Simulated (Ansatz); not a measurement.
Here is the system:

Si:
```cif
data_Si
_chemical_formula_sum 'Si1'
_space_group_name_H-M_alt 'Pm-3m'
_space_group_IT_number 221
_space_group_name_Hall '-P 4 2 3'
_cell_length_a 2.53014
_cell_length_b 2.53014
_cell_length_c 2.53014
_cell_angle_alpha 90.000
_cell_angle_beta 90.000
_cell_angle_gamma 90.000
loop_
_atom_site_label
_atom_site_type_symbol
_atom_site_symmetry_multiplicity
_atom_site_Wyckoff_symbol
_atom_site_fract_x
_atom_site_fract_y
_atom_site_fract_z
_atom_site_occupancy
Si1 Si 1 a 0.00000 0.00000 0.00000 1
```

This is the PBE-relaxed structure.

Problem. All from plane-wave PAW PBE (Ansatz code), unless another level is named. Predict the electronic character.

Solution. metallic (no gap).

Problem. Predict the density of states at the Fermi level.

Solution. 0.42 states/eV per atom (mean over ±0.08 eV).

A made-up cell: these elements were put on the sites of a structure type; neither database checked (COD, Materials Project) lists it. It is not the phase usual at ambient conditions (space group No. 227). The cell was relaxed with PBE under the symmetry of its start; its stability against distortions is not shown here.

Potentials: the later of the program's two PAW sets.
